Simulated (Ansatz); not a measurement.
## Relaxing a structure of TiAl

The start is a generated cell, TiAl built in the NaTl structure type. The structure is fully relaxed (lattice and positions, P = 0) with PBE (plane waves to 420 eV, PAW, scalar-relativistic; Ansatz, a quantum-chemistry and plane-wave program). First-step values are on the input's coarse k-mesh.

Ansatz input (later rounds restart from its end on a renewed k-mesh):
Ansatz 0.2 input:
```yaml
crystal:
  lattice:
    - [0, 3.133948, 3.133948]
    - [3.133948, 0, 3.133948]
    - [3.133948, 3.133948, 0]
  atoms:
    - { symbol: Al, position: [0.25, 0.25, 0.25] }
    - { symbol: Al, position: [0, 0, 0] }
    - { symbol: Ti, position: [0.5, 0.5, 0.5] }
    - { symbol: Ti, position: [0.75, 0.75, 0.75] }
basis: { ecutwfc: 420, ecutrho_ratio: 4, xc_grid: 2, fft_grid_basis: typed }
kpoints: { mp_grid: { grid: [9, 9, 9] } }
hamiltonian:
  xc: pbe
  dispersion: none
  pseudopotentials: { azcp: { folder: ./paw }, kind: paw }
scf: { occupations: { method: fermi_dirac, width: 0.05 } }
relax: { f_tol: 0.01, max_steps: 100, cell: { stress_tol: 0.02 } }
output: { forces: true, stress: true }
```

```yaml
outcome: The space group stays Fd-3m (No. 227) (the run could not lower it); the end is AFLOW prototype AB_cF16_227_a_b (B32, as in NaTl), with 4 atoms in the primitive cell
energy_released: 0.02 eV/atom
Shortest distances (start → end): "The closest pairs of elements (up to four, under 3.6 Å), start → end: Al–Ti 2.71 → 2.76 Å; Al–Al 2.71 → 2.76 Å; Ti–Ti 2.71 → 2.76 Å"
optimiser_moves: 3
```

It ends as:

Space group Fd-3m, origin choice 1 (No. 227); a = b = c = 6.381 Å, α = β = γ = 90.00°

| atom | site | symmetry | x | y | z |
|---|---|---|---|---|---|
| Al | 8b | -43m | 0.5000 | 0.5000 | 0.5000 |
| Ti | 8a | -43m | 0.0000 | 0.0000 | 0.0000 |
(The calculation used a cell of 4 atoms; values per cell refer to that cell.)

Final values are on a 13×13×13 k-mesh of the relaxed cell. No spin polarisation in the result. A magnetic state may lie lower.

The run could not lose the symmetry of its start: the end is stationary, and may be a saddle point rather than a minimum.

All atoms sit on sites fixed by symmetry, so only the cell could relax.

The relaxed structure here is a generated cell of TiAl: the first start was made by placing the elements on the sites of a structure type, and the end was not matched to a known phase here, so it may be hypothetical. Known forms of TiAl include space group No. 123.
